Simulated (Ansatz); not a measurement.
GaCuCCl4O, one structure, two calculations

Cell: a refined structure from the COD, its atoms then relaxed with PBE in this cell.

```cif
data_GaCuCCl4O
_symmetry_space_group_name_H-M 'P-1'
_symmetry_Int_Tables_number 2
_cell_length_a 6.8769
_cell_length_b 7.0155
_cell_length_c 8.7594
_cell_angle_alpha 80.998
_cell_angle_beta 69.454
_cell_angle_gamma 85.731
loop_
_atom_site_label
_atom_site_type_symbol
_atom_site_symmetry_multiplicity
_atom_site_Wyckoff_symbol
_atom_site_fract_x
_atom_site_fract_y
_atom_site_fract_z
Ga Ga 2 i 0.2076 0.7575 0.7643
Cu Cu 2 i 0.0220 0.7355 0.2215
C C 2 i 0.2827 0.7758 0.2145
Cl7 Cl 2 i 0.9213 0.7570 0.9892
Cl9 Cl 2 i 0.7837 0.9554 0.3869
Cl11 Cl 2 i 0.8450 0.4539 0.3826
Cl13 Cl 2 i 0.4876 0.6917 0.8210
O O 2 i 0.4397 0.8123 0.2181
```

One atom of each set is listed.

First run. Computed with Ansatz: DFT, PBE, plane waves and PAW, scalar-relativistic, 420 eV cutoff, Γ-centred 3×3×3 k-points, Fermi–Dirac smearing 0.02 eV.

```json
{"site": "Ga", "V_zz (10²¹ V/m²)": "-4.31", "η": "0.27"}
{"site": "Cu", "V_zz (10²¹ V/m²)": "-3.27", "η": "0.16"}
{"site": "C", "V_zz (10²¹ V/m²)": "-7.03", "η": "0.00"}
{"site": "Cl7", "V_zz (10²¹ V/m²)": "15.58", "η": "0.70"}
{"site": "Cl9", "V_zz (10²¹ V/m²)": "16.93", "η": "0.68"}
{"site": "Cl11", "V_zz (10²¹ V/m²)": "16.81", "η": "0.66"}
{"site": "Cl13", "V_zz (10²¹ V/m²)": "21.4", "η": "0.05"}
{"site": "O", "V_zz (10²¹ V/m²)": "-4.11", "η": "0.07"}
```

Second run. The same atoms and settings, except that the functional is r2SCAN and the cutoff is 500 eV.

(1) What does the second run give?

Results:

(1) 

```json
{"site": "Ga", "V_zz": "-4.40", "η": "0.27", "change of V_zz": "-0.09"}
{"site": "Cu", "V_zz": "-4.54", "η": "0.14", "change of V_zz": "-1.27"}
{"site": "C", "V_zz": "-7.52", "η": "0.00", "change of V_zz": "-0.49"}
{"site": "Cl7", "V_zz": "15.00", "η": "0.66", "change of V_zz": "-0.58"}
{"site": "Cl9", "V_zz": "16.31", "η": "0.64", "change of V_zz": "-0.62"}
{"site": "Cl11", "V_zz": "16.11", "η": "0.62", "change of V_zz": "-0.70"}
{"site": "Cl13", "V_zz": "20.6", "η": "0.05", "change of V_zz": "-0.87"}
{"site": "O", "V_zz": "-4.08", "η": "0.08", "change of V_zz": "+0.03"}
```

The largest change of V_zz is on Cu, from -3.27 to -4.54. In per cent, |V_zz| changes by +2 on Ga, +39 on Cu, +7 on C, -4 on Cl, -1 on O (all sites that start above 0.5).

The database entry as given showed forces above 3 eV/Å or a pressure above 30 GPa, though relaxing it moves no atom far.
For the second run: The largest force is 1.0 eV/Å, so the atoms aren't at the calculated equilibrium and relaxing them would move these values.
